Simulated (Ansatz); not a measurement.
Input for Ansatz (plane-wave DFT, PAW):

```yaml
crystal:
  lattice:
    - [3.895483726, 0.0, 0.0]
    - [0.0, 3.895483726, 0.0]
    - [0.0, 0.0, 16.381594498]
  atoms:
    - { symbol: Ti, position: [0.5, 0.5, 0.3762067089] }
    - { symbol: Ti, position: [0.0, 0.0, 0.879843291] }
    - { symbol: Ti, position: [0.0, 0.0, 0.1197856661] }
    - { symbol: Ti, position: [0.5, 0.5, 0.6164854254] }
    - { symbol: Ti, position: [0.5, 0.5, 0.1336437486] }
    - { symbol: Al, position: [0.5, 0.0, 0.0027819248] }
    - { symbol: Al, position: [0.0, 0.5, 0.4981397968] }
    - { symbol: Al, position: [0.5, 0.0, 0.4981397968] }
    - { symbol: Al, position: [0.0, 0.5, 0.0027819248] }
    - { symbol: Al, position: [0.0, 0.5, 0.2496476909] }
    - { symbol: Al, position: [0.5, 0.0, 0.7493178356] }
    - { symbol: Al, position: [0.5, 0.0, 0.2496476909] }
    - { symbol: Al, position: [0.0, 0.5, 0.7493178356] }
    - { symbol: Al, position: [0.0, 0.0, 0.6242099674] }
    - { symbol: Al, position: [0.0, 0.0, 0.373876178] }
    - { symbol: Al, position: [0.5, 0.5, 0.8761754985] }
basis:
  ecutwfc: 420
kpoints:
  mp_grid: { grid: [10, 10, 4] }
  band_path:
    path:
      - [[0.0, 0.0, 0.0], [0.0, 0.5, 0.0], [0.5, 0.5, 0.0], [0.0, 0.0, 0.0], [0.0, 0.0, 0.5], [0.0, 0.5, 0.5], [0.5, 0.5, 0.5], [0.0, 0.0, 0.5]]
      - [[0.0, 0.5, 0.0], [0.0, 0.5, 0.5]]
      - [[0.5, 0.5, 0.0], [0.5, 0.5, 0.5]]
    npoints: 10
hamiltonian:
  xc: pbesol
scf:
  occupations: { method: gaussian, width: 0.1 }
  n_extra_bands: 40
output:
  forces: true
  stress: true
  eigenvalues: true
  populations: true
  dos: { projected: true, de: 0.02, nscf_kmesh: { grid: [15, 15, 6] } }
  bader: false
  write_density: true
  write_potential: true
  elf: true
  volumetric_format: npy
```

Launched with
```bash
ansatz run input.yaml --threads 4 --pin off --max-ram 10240MiB --backend cpu --events-out ev --progress --plain --runs-dir out
```

All numbers below come from DFT PBEsol, scalar-relativistic, plane waves, PAW (Ansatz 0.2.0).

From the run's log, abridged:

```
scf.n_extra_bands = 40 over 47 filled bands (N_el = 93.0): the run solves 87 bands
Pseudopotentials: kind: paw
Pseudopotential: Ti, paw, valence charge 12, recommended cutoff 420 eV (normal)
Pseudopotential: Al, paw, valence charge 3, recommended cutoff 420 eV (normal)
Functional definition: PBEsol
Crystal: 16 atoms, lattice volume = 248.587 Å³
Basis set: ecut = 420 eV, 4895 PW (Γ), exchange–correlation on 54×54×240 points (8 copies of the dense FFT grid, shifted against one another)
Bands: 87, of which v1, the nominal top of the filled ones, is band 47 counted from 1 (46 counted from 0)
Symmetry: 8 space group operations
Space group: P4mm (ITA 99), of the structure as read, at distance tolerance 6.3e-5 Å
k-points: 63 of 400 (time reversal used)
Initial density: superposition of atomic densities (neutral atoms: chi_scale 0, normalization atom), corrected by the library's trained network
Initial wavefunctions: pseudopotential atomic-orbital guess
Functional: x = pbesol(κ = 0.804, μ = 0.12345679), c = pbesol(β = 0.046)
SCF iter   1: F=—  HF=-18146.307121 eV  |F-HF|=—  |Δ(HF+E_count)|=         —  Δρ=1.12e-2  dr2=4.00e0  ethr=1.77e-3  ⟨swp⟩=5.6  Hψ=25314  notcnv=0  defer=714
SCF iter   2: F=—  HF=-18146.236698 eV  |F-HF|=—  |Δ(HF+E_count)|=   7.04e-2  Δρ=6.40e-3  dr2=1.63e0  ethr=1.77e-3  ⟨swp⟩=1.0  Hψ=6363  notcnv=0  defer=744
SCF iter   3: F=—  HF=-18146.193411 eV  |F-HF|=—  |Δ(HF+E_count)|=   4.33e-2  Δρ=1.33e-3  dr2=2.42e-2  ethr=1.75e-3  ⟨swp⟩=1.4  Hψ=3562  notcnv=0  defer=745
SCF iter   4: F=—  HF=-18146.191570 eV  |F-HF|=—  |Δ(HF+E_count)|=   1.84e-3  Δρ=3.70e-4  dr2=4.63e-3  ethr=2.61e-5  ⟨swp⟩=1.7  Hψ=4311  notcnv=0  defer=973
SCF iter   5: F=—  HF=-18146.191366 eV  |F-HF|=—  |Δ(HF+E_count)|=   2.04e-4  Δρ=9.57e-5  dr2=1.60e-4  ethr=4.98e-6  ⟨swp⟩=1.0  Hψ=3567  notcnv=0  defer=991
SCF iter   6: F=—  HF=-18146.191349 eV  |F-HF|=—  |Δ(HF+E_count)|=   1.74e-5  Δρ=3.84e-5  dr2=1.27e-5  ethr=1.72e-7  ⟨swp⟩=1.5  Hψ=3666  notcnv=0  defer=991
SCF iter   7: F=—  HF=-18146.191340 eV  |F-HF|=—  |Δ(HF+E_count)|=   8.74e-6  Δρ=7.88e-6  dr2=8.34e-7  ethr=1.36e-8  ⟨swp⟩=1.3  Hψ=5286  notcnv=0  defer=1755
SCF iter   8: F=-18146.191340 eV  HF=-18146.191340 eV  |F-HF|=8.27e-8  |Δ(HF+E_count)|=   7.38e-8  Δρ=2.76e-6  dr2=8.45e-8  ethr=1.08e-10  ⟨swp⟩=15.4  Hψ=37687  notcnv=0
SCF 1 converged in 8 iterations: F = -18146.191340 eV  dr2 = 8.45e-8
SCF converged after 8 iterations
Free energy (F): -18146.191340 eV
Harris-Foulkes:  -18146.191340 eV  (|F-HF|=8.27e-8)
Internal energy: -18146.160288 eV  (E = F + TS)
E sigma→0 (E₀):  -18146.175814 eV
Entropy (-TS):   -0.031052 eV (-1.941 meV/atom)
Fermi energy:    10.421544 eV
--- Per-component energies (eV) ---
  E_band       = -766.206363
  E_kinetic    = 1631.769510
  E_local      = -6752.396746  (includes V_loc(G=0)·N_el)
  E_nonlocal   = 167.335978
  E_hartree    = 3012.452515
  E_xc         = -924.801430
  E_vxc        = -938.499046  (∫ρ·V_xc dr)
  E_paw        = -10120.105961  (= ΣΔE_a)
  E_vpaw       = -899.321993  (= ΣTr[D̂ρ^β])
  E_aug_tail   = 0.000573  (compensation charges beyond the density's cutoff)
  E_ewald      = -5161.322179
  E_core_change = 0.907451  (= ΣΔE_core)
  E_smearing   = -0.031052  (= −TS)
--- Forces (eV/Å), atoms counted from 1 ---
  atom   1  Ti     0.00000000     0.00000000     0.00004375
  atom   2  Ti     0.00000000     0.00000000    -0.00011173
  atom   3  Ti     0.00000000     0.00000000    -0.00128372
  atom   4  Ti     0.00000000     0.00000000     0.00031955
  atom   5  Ti     0.00000000     0.00000000     0.00052876
  atom   6  Al     0.00000000     0.00000000     0.00012825
  atom   7  Al     0.00000000     0.00000000     0.00070209
  atom   8  Al     0.00000000     0.00000000     0.00070209
  atom   9  Al     0.00000000     0.00000000     0.00012825
  atom  10  Al     0.00000000     0.00000000    -0.00008285
  atom  11  Al     0.00000000     0.00000000    -0.00025670
  atom  12  Al     0.00000000     0.00000000    -0.00008285
  atom  13  Al     0.00000000     0.00000000    -0.00025670
  atom  14  Al     0.00000000     0.00000000     0.00016946
  atom  15  Al     0.00000000     0.00000000    -0.00022644
  atom  16  Al     0.00000000     0.00000000    -0.00045755
--- Stress (GPa, compression-positive) ---
       -0.009026       0.000000       0.000000
        0.000000      -0.009026       0.000000
        0.000000       0.000000      -0.012678
  P = ⅓ Tr σ = -0.0102 GPa (-0.102 kbar)
--- Band table (eV; the first three rows and the last of 63) ---
  k-point 0: bands = ["-46.1925", "-46.0245", "-45.9706", "-45.8404", "-45.6908", "-22.6260", "-22.5916", "-22.5916", "-22.4518", "-22.4518", "-22.3997", "-22.3908", "-22.3908", "-22.3662", "-22.3619", "-22.3619", "-22.3401", "-22.2276", "-21.8634", "-21.8634", "0.0167", "0.5944", "0.9620", "1.9424", "3.1341", "5.0264", "5.4607", "7.2827", "7.7837", "7.8794", "8.1993", "8.2942", "8.2942", "8.3804", "8.4991", "8.4991", "8.5105", "8.9320", "8.9320", "9.1706", "9.1706", "9.5743", "9.6025", "10.1114", "10.6074", "10.6380", "10.6380", "10.8343", "11.0064", "11.0780", "11.0780", "11.1029", "11.1555", "11.3178", "11.3178", "12.0763", "12.2331", "12.2487", "12.4337", "12.4337", "12.6892", "12.6892", ...
  k-point 1: bands = ["-46.1925", "-46.0245", "-45.9706", "-45.8404", "-45.6908", "-22.6260", "-22.5916", "-22.5916", "-22.4518", "-22.4518", "-22.3997", "-22.3908", "-22.3908", "-22.3662", "-22.3619", "-22.3619", "-22.3401", "-22.2276", "-21.8634", "-21.8634", "0.0282", "0.5160", "1.1114", "1.7818", "3.3363", "4.5755", "5.9622", "7.2837", "7.3565", "7.8663", "8.2303", "8.2945", "8.2945", "8.4901", "8.4983", "8.4983", "8.7102", "8.9343", "8.9343", "9.1684", "9.1684", "9.5416", "9.6025", "10.0372", "10.6520", "10.6561", "10.6561", "10.8341", "11.0069", "11.0122", "11.0122", "11.1026", "11.1246", "11.3802", "11.3802", "12.0412", "12.3297", "12.3733", "12.4302", "12.4302", "12.6543", "12.6543", ...
  k-point 2: bands = ["-46.1925", "-46.0245", "-45.9706", "-45.8404", "-45.6908", "-22.6260", "-22.5916", "-22.5916", "-22.4518", "-22.4518", "-22.3997", "-22.3908", "-22.3908", "-22.3662", "-22.3619", "-22.3619", "-22.3401", "-22.2276", "-21.8634", "-21.8634", "0.0411", "0.4573", "1.3152", "1.5606", "3.6107", "4.2040", "6.5224", "6.8132", "7.2848", "7.8544", "8.2648", "8.2947", "8.2947", "8.4648", "8.4975", "8.4975", "8.9366", "8.9366", "8.9675", "9.1661", "9.1661", "9.4680", "9.6025", "9.9830", "10.6669", "10.6782", "10.6782", "10.8339", "10.9568", "10.9568", "11.0074", "11.1022", "11.1112", "11.4289", "11.4289", "12.0392", "12.4257", "12.4257", "12.5314", "12.5493", "12.5667", "12.6215",  ...
  k-point 62: bands = ["-46.1906", "-46.0226", "-45.9687", "-45.7665", "-45.7614", "-22.6212", "-22.6120", "-22.6120", "-22.4722", "-22.4722", "-22.4491", "-22.4491", "-22.4109", "-22.4109", "-22.3951", "-22.3368", "-22.2949", "-22.2893", "-21.8115", "-21.8115", "3.7133", "4.3269", "4.5606", "4.7782", "4.7782", "5.1891", "5.1891", "5.2964", "5.2964", "5.6866", "5.6926", "5.6926", "5.9117", "6.2370", "6.3411", "6.5148", "7.5179", "7.5179", "7.6499", "8.3208", "8.3208", "8.5991", "8.6941", "8.6941", "9.0206", "9.2712", "9.2712", "9.9095", "10.2218", "11.2459", "11.5833", "11.7905", "11.7956", "11.8114", "11.9492", "11.9516", "12.0501", "12.2593", "12.2729", "12.2817", "12.7859", "12.7859", "12 ...
--- Löwdin populations: 16 sites ---
  site symbol q [e]
     0     Ti     11.5291
     1     Ti     11.5300
     2     Ti     11.5390
     3     Ti     11.5530
     4     Ti     11.5472
     5     Al      3.2483
     6     Al      3.1114
     7     Al      3.1114
     8     Al      3.2483
     9     Al      3.2379
    10     Al      3.1033
    11     Al      3.2379
    12     Al      3.1033
    13     Al      3.0876
    14     Al      3.1150
    15     Al      3.1031
  spilling = 0.006388 (of n_electrons = 93.000000)
```

Self-consistency was reached.

Time: 120 s on 4 threads of Oxide Virtual Turin-like Processor (Zen 5), with other jobs on the host, peak memory 2.3 GiB.